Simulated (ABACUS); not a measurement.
Input and output of a self-consistent single point for CsGeI₃ (P1, 5 atoms in the cell; from Materials Project mp-28377, changed as shown) (ABACUS).

All values come from this method and carry its errors: LDA (PW92), numerical atomic orbitals SZP (confined pseudo-atomic orbitals with Gaussian additions; energy shift 0.01 Ry), PseudoDojo 0.4 standard norm-conserving LDA (tails mended) pseudopotentials in ABACUS 3.10.1.

The change in words: atoms moved at random. Reference geometry (Cm):
```
CELL_PARAMETERS angstrom
      4.35337    -4.22419     0.00000
      4.35337     4.22419     0.00000
     -0.32427     0.00000     6.11949
ATOMIC_POSITIONS crystal
  Cs 0.91099 0.91099 0.58661
  Ge 0.37265 0.37265 0.13414
  I  0.41162 0.41162 0.58077
  I  0.91993 0.40881 0.09324
  I  0.40881 0.91993 0.09324
```

Reference input (self-consistent single point, DFT, LDA (PW92), numerical atomic orbitals SZP (confined pseudo-atomic orbitals with Gaussian additions; energy shift 0.01 Ry), PseudoDojo 0.4 standard norm-conserving LDA (tails mended) pseudopotentials): basis = SZP numerical atomic orbitals, energy shift 0.01 Ry; KPT = Gamma 4 4 4 0 0 0; basis_type = lcao; dft_functional = PWLDA; ecutwfc = 100 Ry; smearing_method = fd; smearing_sigma = 0.000734986 Ry; potentials = PseudoDojo 0.4 standard norm-conserving LDA (tails mended); symmetry = 1; symmetry_prec = 1e-05; ks_solver = genelpa; scf_nmax = 100. This run's input differs from it in these lines:

```diff
@@ -46,3 +46,3 @@
 1
-   0.9109900000    0.9109900000    0.5866100000
+   0.9095150000    0.9169220000    0.5910760000
 
@@ -51,3 +51,3 @@
 1
-   0.3726500000    0.3726500000    0.1341400000
+   0.3801510000    0.3729190000    0.1307710000
 
@@ -56,5 +56,5 @@
 3
-   0.4116200000    0.4116200000    0.5807700000
-   0.9199300000    0.4088100000    0.0932400000
-   0.4088100000    0.9199300000    0.0932400000
+   0.4096940000    0.4155510000    0.5701430000
+   0.9177680000    0.4062660000    0.0990070000
+   0.4068720000    0.9123420000    0.0970040000
 # file: KPT
```

Output (repeated stretches shortened):

```
 SELF-CONSISTENT
 -------------------------------------------

                  longest orb rcut (Bohr) = 11.1
   longest nonlocal projector rcut (Bohr) = 2.3
                     search radius (Bohr) = 26.8

                          real space grid = [ 75, 75, 75 ]
                                 init_chg = atomic

 LCAO ALGORITHM --------------- ION=   1  ELEC=   1--------------------------------

 Density error is 0.0432298207811
 E_KohnSham     -303.5660855878      -4130.2284835497
 E_Fermi        0.3099516669         4.2171087749

 LCAO ALGORITHM --------------- ION=   1  ELEC=   2--------------------------------

   [... lines left out ...]

   [... 7 blocks of this kind left out ...]

 LCAO ALGORITHM --------------- ION=   1  ELEC=  10--------------------------------

 Density error is 2.20061300701e-07
 E_KohnSham     -303.5764754878      -4130.3698453908
 E_Fermi        0.3025617071         4.1165632130

 LCAO ALGORITHM --------------- ION=   1  ELEC=  11--------------------------------

 Density error is 8.98521741277e-08
 E_KohnSham     -303.5764754878      -4130.3698453908
 E_KS(sigma->0) -303.5764754878      -4130.3698453908
 E_entropy(-TS) -0.0000000000        -0.0000000000
 E_Fermi        0.3025617121         4.1165632809
 charge density convergence is achieved
 final etot is -4130.3698454 eV
 EFERMI = 4.1165632809 eV

 STATE ENERGY(eV) AND OCCUPATIONS    NSPIN == 1
   [... 29 lines left out ...]

 TOTAL-FORCE (eV/Angstrom)
                       Cs1        -0.0128673438        -0.0065679157        -0.0079295260
                       Ge1         0.0769469277         0.0325386080        -0.4564463535
                        I1         0.0370718659        -0.0166517905         0.5562490600
                        I2        -0.0532196194         0.0860216749        -0.0526851406
                        I3        -0.0479318304        -0.0953405767        -0.0391880399

 TOTAL-STRESS (KBAR)
       -27.2552087201         0.2928225850         1.0861676656
         0.2928225850       -26.4603159820        -0.3608413265
         1.0861676656        -0.3608413265       -21.7153855980
 TOTAL-PRESSURE: -25.143637 KBAR

 --------------------------------------------
 !FINAL_ETOT_IS -4130.3698453908446027 eV
 --------------------------------------------
```

The run converged in 11 iterations. Against the reference run the free energy rises by 1.2 meV/atom, the pressure stays near -2.51 GPa while the zz stress (positive for compression) goes from -2.51 to -2.17 GPa, the largest force goes from 0.463 to 0.558 eV/Å and the gap on the mesh goes from 0.929 to 0.907 eV.

Spin-orbit coupling is left out, which matters for bands and gaps with elements this heavy. The atom-centred basis is finite, which shifts total energies, pressures, gaps and forces against plane waves. A single-zeta basis is rough, for pressures and forces above all. The structure comes from a collection of computed structures, made at another level of theory; the collection holds predicted forms beside known ones.

Cost on one core: very roughly 70 core-seconds.

The atomic orbitals were generated for these runs; they are not ABACUS's published sets and were checked against plane waves on a few crystals only.

“Tails mended”: in these copies of the files the far tail of each local potential was reset to the Coulomb form.
